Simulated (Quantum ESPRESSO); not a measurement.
**Band energies of BeSe**

```
BeSe
1.0
    0.00000     2.56513     2.56513
    2.56513     0.00000     2.56513
    2.56513     2.56513     0.00000
Be Se
1 1
Direct
  0.00000   0.00000   0.00000
  0.75000   0.75000   0.75000
```

PBE (Quantum ESPRESSO, PseudoDojo norm-conserving, 88 Ry, scalar-relativistic); path ΓXWKΓLUWLK,UX; energies in eV from the valence-band maximum.

| k (1/Å) | point | band 6 | band 7 | band 8 | band 9 | band 10 | band 11 | band 12 | band 13 |
|---|---|---|---|---|---|---|---|---|---|
| 0.00 | Γ | -46.77 | -13.85 | 0.00 | 0.00 | 0.00 | 4.43 | 5.03 | 5.03 |
| 0.67 |  | -46.77 | -12.95 | -3.27 | -1.83 | -1.83 | 3.63 | 5.57 | 8.48 |
| 1.22 | X | -46.77 | -12.03 | -5.11 | -2.68 | -2.68 | 2.62 | 4.22 | 11.80 |
| 1.35 |  | -46.77 | -12.02 | -5.07 | -2.77 | -2.75 | 2.83 | 4.40 | 11.51 |
| 1.84 | W | -46.77 | -11.99 | -4.43 | -3.84 | -3.33 | 6.16 | 7.18 | 7.40 |
| 2.05 |  | -46.77 | -12.02 | -4.59 | -3.96 | -2.75 | 4.69 | 6.98 | 8.47 |
| 2.27 | K | -46.77 | -12.04 | -4.68 | -4.06 | -2.24 | 3.76 | 6.86 | 9.77 |
| 2.67 |  | -46.77 | -12.49 | -4.57 | -3.30 | -1.25 | 5.00 | 7.30 | 7.75 |
| 3.27 |  | -46.77 | -13.65 | -1.42 | -0.65 | -0.11 | 4.81 | 5.28 | 5.55 |
| 3.57 | Γ | -46.77 | -13.85 | 0.00 | 0.00 | 0.00 | 4.43 | 5.03 | 5.03 |
| 3.89 |  | -46.77 | -13.63 | -1.74 | -0.29 | -0.29 | 4.60 | 5.51 | 5.51 |
| 4.52 |  | -46.77 | -12.54 | -5.64 | -1.07 | -1.07 | 4.38 | 6.00 | 6.00 |
| 4.63 | L | -46.77 | -12.49 | -5.75 | -1.09 | -1.09 | 4.38 | 5.99 | 5.99 |
| 5.17 |  | -46.77 | -12.17 | -5.01 | -3.54 | -1.91 | 4.23 | 8.21 | 8.47 |
| 5.38 | U | -46.77 | -12.04 | -4.68 | -4.06 | -2.24 | 3.76 | 6.86 | 9.77 |
| 5.81 | W | -46.77 | -11.99 | -4.43 | -3.84 | -3.33 | 6.16 | 7.18 | 7.40 |
| 6.33 |  | -46.77 | -12.33 | -5.43 | -2.42 | -1.61 | 5.32 | 5.69 | 7.58 |
| 6.68 | L | -46.77 | -12.49 | -5.75 | -1.09 | -1.09 | 4.38 | 5.99 | 5.99 |
| 6.85 |  | -46.77 | -12.45 | -5.67 | -1.49 | -1.20 | 4.72 | 5.91 | 6.29 |
| 7.35 |  | -46.77 | -12.07 | -4.71 | -4.04 | -2.13 | 3.92 | 7.44 | 9.36 |
| 7.43 | K | -46.77 | -12.04 | -4.68 | -4.06 | -2.24 | 3.76 | 6.86 | 9.77 |
| 7.43 | U | -46.77 | -12.04 | -4.68 | -4.06 | -2.24 | 3.76 | 6.86 | 9.77 |
| 7.86 | X | -46.77 | -12.03 | -5.11 | -2.68 | -2.68 | 2.62 | 4.22 | 11.80 |

The PBE gap is indirect, 2.62 eV, from Γ to X; the smallest direct gap is 4.43 eV.

Spin-orbit splittings are left out.

Geometry relaxed with PBEsol.
